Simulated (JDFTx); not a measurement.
An input for JDFTx (a modified build) (V(110), linear PCM (GLSSA13), water, 0.1 M KF; bohr, hartree) and the course of its log:

```
lattice \
  5.6359191941 2.8179595970 0.0000000000 \
  0.0000000000 3.9851966724 0.0000000000 \
  0.0000000000 0.0000000000 57.2587015762
coords-type Lattice
ion V 0.5000000000 0.0000000000 -0.1043997660 0
ion V 0.0000000000 0.0000000000 -0.0347999220 0
ion V 0.5000000000 0.0000000000 0.0347999220 0
ion V 0.0000000000 0.0000000000 0.1043997660 0
ion-species pseudo/v_pbe_v1.4.upf
elec-cutoff 20 100
elec-ex-corr gga-PBE
coulomb-interaction Slab 001
coulomb-truncation-embed 0 0 0
kpoint-folding 10 10 1
elec-smearing Fermi 0.01
elec-n-bands 37
target-mu -0.148467
electronic-scf nIterations 100 energyDiffThreshold 1e-07
fluid LinearPCM
pcm-variant GLSSA13
fluid-solvent H2O
fluid-cation K+ 0.1
fluid-anion F- 0.1
fluid-minimize nIterations 400 knormThreshold 1e-11
wavefunction read f0.wfns
elec-initial-eigenvals f0.eigenvals
elec-initial-fillings read f0.fillings
fluid-initial-state f0.fluidState
dump-name f0_u0.$VAR
dump End State Ecomponents EigStats BandEigs Forces ElecDensity IonicPositions Fillings Kpoints Dtot FluidDebug BoundCharge FluidDensity
```

```
[one cycle in 5 is shown, and the last three; fluid-solver lines are left out]
	FillingsUpdate:  mu: -0.148467000  nElectrons: 53.640549
SCF: Cycle:  0   G: -277.389033309112278   dG: +1.753e+00   |Residual|: 1.422e-01   |deigs|: 1.029e-05
	FillingsUpdate:  mu: -0.148467000  nElectrons: 52.487695
SCF: Cycle:  5   G: -279.002120970489273   dG: -1.762e-01   |Residual|: 3.222e-02   |deigs|: 1.798e-03
	FillingsUpdate:  mu: -0.148467000  nElectrons: 52.279845
SCF: Cycle: 10   G: -279.101627452153934   dG: -1.560e-03   |Residual|: 1.968e-02   |deigs|: 6.937e-05
	FillingsUpdate:  mu: -0.148467000  nElectrons: 52.116830
SCF: Cycle: 15   G: -279.136785567257675   dG: +1.513e-03   |Residual|: 1.225e-02   |deigs|: 8.429e-05
	FillingsUpdate:  mu: -0.148467000  nElectrons: 52.151157
SCF: Cycle: 20   G: -279.131781371260843   dG: -4.709e-03   |Residual|: 1.241e-02   |deigs|: 1.792e-04
	FillingsUpdate:  mu: -0.148467000  nElectrons: 52.118488
SCF: Cycle: 25   G: -279.135964539366569   dG: -5.205e-03   |Residual|: 9.104e-03   |deigs|: 2.195e-04
	FillingsUpdate:  mu: -0.148467000  nElectrons: 52.209151
SCF: Cycle: 30   G: -279.121180615723688   dG: +1.352e-03   |Residual|: 1.776e-02   |deigs|: 3.572e-05
	FillingsUpdate:  mu: -0.148467000  nElectrons: 52.199831
SCF: Cycle: 35   G: -279.123198433031234   dG: +8.415e-03   |Residual|: 1.589e-02   |deigs|: 2.770e-04
	FillingsUpdate:  mu: -0.148467000  nElectrons: 52.047894
SCF: Cycle: 40   G: -279.141747650902232   dG: -5.284e-03   |Residual|: 7.374e-04   |deigs|: 4.918e-04
	FillingsUpdate:  mu: -0.148467000  nElectrons: 52.039207
SCF: Cycle: 45   G: -279.141787010006851   dG: +3.175e-06   |Residual|: 2.589e-04   |deigs|: 1.143e-05
	FillingsUpdate:  mu: -0.148467000  nElectrons: 52.041703
SCF: Cycle: 50   G: -279.141792723674371   dG: -3.218e-07   |Residual|: 1.826e-05   |deigs|: 5.124e-06
	FillingsUpdate:  mu: -0.148467000  nElectrons: 52.040340
SCF: Cycle: 55   G: -279.141791015800777   dG: +1.711e-06   |Residual|: 1.341e-04   |deigs|: 9.743e-06
	FillingsUpdate:  mu: -0.148467000  nElectrons: 52.041697
SCF: Cycle: 60   G: -279.141792717225087   dG: -2.860e-06   |Residual|: 2.794e-05   |deigs|: 1.203e-05
	FillingsUpdate:  mu: -0.148467000  nElectrons: 52.030780
SCF: Cycle: 65   G: -279.141710756549173   dG: +8.195e-05   |Residual|: 9.567e-04   |deigs|: 6.723e-05
	FillingsUpdate:  mu: -0.148467000  nElectrons: 52.041548
SCF: Cycle: 70   G: -279.141792693505977   dG: -3.369e-07   |Residual|: 5.964e-05   |deigs|: 4.954e-06
	FillingsUpdate:  mu: -0.148467000  nElectrons: 52.040468
SCF: Cycle: 75   G: -279.141791633874163   dG: +5.033e-07   |Residual|: 1.021e-04   |deigs|: 2.410e-06
	FillingsUpdate:  mu: -0.148467000  nElectrons: 52.041307
SCF: Cycle: 80   G: -279.141792503301701   dG: +1.593e-07   |Residual|: 5.844e-05   |deigs|: 2.791e-06
	FillingsUpdate:  mu: -0.148467000  nElectrons: 52.041287
SCF: Cycle: 85   G: -279.141792626041308   dG: -4.656e-07   |Residual|: 3.669e-05   |deigs|: 7.890e-06
	FillingsUpdate:  mu: -0.148467000  nElectrons: 52.041432
SCF: Cycle: 90   G: -279.141792688998351   dG: -7.386e-07   |Residual|: 3.513e-05   |deigs|: 7.824e-06
	FillingsUpdate:  mu: -0.148467000  nElectrons: 52.041690
SCF: Cycle: 95   G: -279.141792721315539   dG: -1.254e-07   |Residual|: 2.692e-05   |deigs|: 3.402e-06
	FillingsUpdate:  mu: -0.148467000  nElectrons: 52.041561
SCF: Cycle: 97   G: -279.141792464586331   dG: +1.620e-07   |Residual|: 1.461e-04   |deigs|: 6.126e-06
	FillingsUpdate:  mu: -0.148467000  nElectrons: 52.037410
SCF: Cycle: 98   G: -279.141779922496198   dG: +1.254e-05   |Residual|: 3.754e-04   |deigs|: 2.717e-05
	FillingsUpdate:  mu: -0.148467000  nElectrons: 52.041459
SCF: Cycle: 99   G: -279.141792691772025   dG: -1.277e-05   |Residual|: 3.732e-05   |deigs|: 2.515e-05
SCF: None of the convergence criteria satisfied after 100 iterations.
IonicMinimize: Iter:   0  G: -279.141792691772025  |grad|_K:  0.000e+00
IonicMinimize: Converged (|grad|_K<1.000000e-04).
```

This run gave no converged result. The loop ran out of cycles short of its threshold. It has stalled and not diverged: the last ten energies span 1e-05 Ha, so the total is near its end, but levels, forces and the electron count aren't shown converged.
